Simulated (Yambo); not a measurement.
```
Rb2NaYF6
1.0
    0.00000     4.51342     4.51342
    4.51342     0.00000     4.51342
    4.51342     4.51342     0.00000
F Na Rb Y
6 1 2 1
Direct
  0.75750   0.24250   0.24250
  0.24250   0.75750   0.75750
  0.24250   0.75750   0.24250
  0.75750   0.24250   0.75750
  0.24250   0.24250   0.75750
  0.75750   0.75750   0.24250
  0.50000   0.50000   0.50000
  0.75000   0.75000   0.75000
  0.25000   0.25000   0.25000
  0.00000   0.00000   0.00000
```

Response from Yambo on norm-conserving PBEsol (Quantum ESPRESSO, 88 Ry, no spin-orbit coupling) bands: 4×4×4 mesh, 146 bands, 3 Ry local-field block, 0.2 eV broadening.

Task: Give the static electronic dielectric constant without and with local fields.

Result: 
```json
[
 {"field along": "x", "ε(0), independent particles": "2.21", "ε(0), RPA with local fields": "2.01", "refractive index √ε": "1.42"}
]
```
Electronic (clamped-ion) response only. PBEsol gaps are usually too small, which raises these values. Convergence of the RPA response with its 4×4×4 mesh was not tested.

Geometry of the Materials Project entry, not relaxed at this level.
